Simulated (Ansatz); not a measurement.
Relaxed-ion elastic tensor of WN$_{2}$ in space group P-6m2 (No. 187; W on 1f, N on 2g) in GPa (Voigt order), DFT-LDA in the program Ansatz with PAW potentials; density 12.68 g/cm³, 9.25 Å³ per atom.

```
 642   204   229   0.0   0.0   0.0
 204   642   229   0.0   0.0   0.0
 229   229  1070   0.0   0.0   0.0
 0.0   0.0   0.0   244   0.0   0.0
 0.0   0.0   0.0   0.0   244   0.0
 0.0   0.0   0.0   0.0   0.0   219
```

### Question
Is the crystal mechanically stable?

### Answer
Yes: the smallest eigenvalue of C is 219 GPa.

### Question
Work out the Voigt, Reuss and Hill averages.

### Answer
K_V = 408, K_R = 387, K_H = 397; G_V = 254, G_R = 245, G_H = 250 GPa.

### Question
Give Young's modulus, Poisson's ratio, Pugh's ratio and the universal anisotropy index.

### Answer
E = 9KG/(3K + G) = 619 GPa; ν = 0.24; K/G = 1.59 (brittle by the Pugh limit of 1.75); A_U = 5G_V/G_R + K_V/K_R − 6 = 0.24.

### Question
Estimate the sound speeds and the Debye temperature.

### Answer
v_l = √((K + 4G/3)/ρ) = 7590 m/s, v_t = √(G/ρ) = 4440 m/s, mean 4920 m/s; Θ = (h/k)(3n/4πV)^(1/3) v_m = 698 K.

### Question
Solve the Christoffel equation for the three sound speeds along x, y, z.

### Answer
Eigenvalues of C_ijkl n_j n_l equal ρv² (piezoelectric stiffening left out). In km/s, slowest first: x 4.16, 4.39, 7.12; y 4.16, 4.39, 7.12; z 4.39, 4.39, 9.17.

### Question
How much does each axis shrink under pressure?

### Answer
Linear compressibilities β_i = Σ_j S_ij (j = 1 to 3): x 1.1, y 1.1, z 0.49 per TPa.

The workflow started from a Materials Project entry (that database holds measured and hypothetical structures alike); the Crystallography Open Database copy checked does not list it. Its standing as an ambient phase is unchecked. Symmetry was held in the LDA relaxation; whether a distortion lowers the energy is not shown. No spin polarisation was allowed. Spin–orbit coupling is left out wherever it is not named.

Potentials: the later of the program's two PAW sets.
